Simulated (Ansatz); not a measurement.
MnIr (L1₀ or tetragonal B2, P4/mmm), DFT-PBEsol in the program Ansatz with PAW potentials, all energies at zero smearing, with the estimated change up to a 700 eV cutoff added, with one set of potentials and settings (totals compare only within such a set). Cell of 4 atoms (2 Mn, 2 Ir): -31339.639 eV.

```csv
element,reference phase,E (eV/atom)
Mn,"I-43m, 29 atoms in the cell, spin-polarised",-3868.8358
Ir,"Fm-3m, 1 atoms in the cell",-11800.4472
```

Formation energy per atom, worked out: (-31339.639 − 2×(-3868.8358) − 2×(-11800.4472))/4 = -0.268 eV/atom (-26 kJ per mol of atoms), at 0 K, without zero-point energy or fitted corrections.

The start of the workflow was typed in or built on a structure type; the Crystallography Open Database files this formula in space group No. 123, but the cells were not matched. Its standing as an ambient phase is unchecked. The cell was relaxed with PBEsol under the symmetry of its start, as lowered by the spin order; its stability against distortions is not shown here. Magnetic state: antiferromagnetic, chosen from 5 collinear starts compared on coarse meshes (ties went to the first, and starts can fall back to one state), not a proven ground state. The references are the lowest solids computed at this level, not always the standard phases. Scalar-relativistic: spin–orbit coupling is off unless named, which matters more the heavier the elements.

Potentials: the earlier of the program's two PAW sets. The files were generated under PBE; for other functionals the program regenerates the frozen cores, and for LDA and PBEsol the local potential too.
